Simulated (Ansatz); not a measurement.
Be12Mo:
```
Be12Mo
1.0
   -3.59128     3.59128     2.09083
    3.59128    -3.59128     2.09083
    3.59128     3.59128    -2.09083
Be Mo
12 1
Direct
  0.28926   0.50000   0.78926
  0.71074   0.50000   0.21074
  0.50000   0.71074   0.21074
  0.50000   0.28926   0.78926
  0.00000   0.64971   0.64971
  0.00000   0.35029   0.35029
  0.64971   0.00000   0.64971
  0.35029   0.00000   0.35029
  0.00000   0.50000   0.00000
  0.50000   0.50000   0.50000
  0.50000   0.00000   0.00000
  0.00000   0.00000   0.50000
  0.00000   0.00000   0.00000
```

Relaxed with PBEsol. Special points in fractions of this cell's reciprocal vectors: Γ (0.000, 0.000, 0.000); X (0.000, 0.000, 0.500); M (-0.500, 0.500, 0.500); Z (0.335, 0.335, -0.335); Z0 (-0.335, 0.665, 0.335); P (0.250, 0.250, 0.250); N (0.000, 0.500, 0.000).

List the band energies nearest the Fermi level at these points for DFT-PBEsol in the program Ansatz with PAW potentials.

In eV from the Fermi level; about four levels below and three above (degenerate sets whole), none deeper than 8.9 eV; points with the same levels are listed once.

```
k                          below                above
-  -----------------------------  -------------------
Γ        -2.73 -2.73 -1.57 -0.32       0.58 2.38 2.38
X        -1.11 -1.06 -0.17 -0.12       0.28 0.44 3.40
M  -3.07 -3.07 -2.36 -2.27 -2.25  0.79 0.79 1.74 1.74
Z        -1.56 -1.56 -1.36 -0.54       0.77 2.03 2.03
P        -1.17 -0.59 -0.54 -0.54       0.84 2.63 2.63
N        -2.44 -2.10 -0.85 -0.06       0.21 0.34 2.28
```

Space group I4/mmm. The start of the workflow was typed in or built on a structure type; neither database checked (COD, Materials Project) lists it. Its standing as an ambient phase is unchecked. The PBEsol relaxation kept the symmetry of its start; of distortions, only those at the zone centre were tested. No spin polarisation was allowed. Spin–orbit coupling is left out wherever it is not named.

Potentials: the later of the program's two PAW sets.
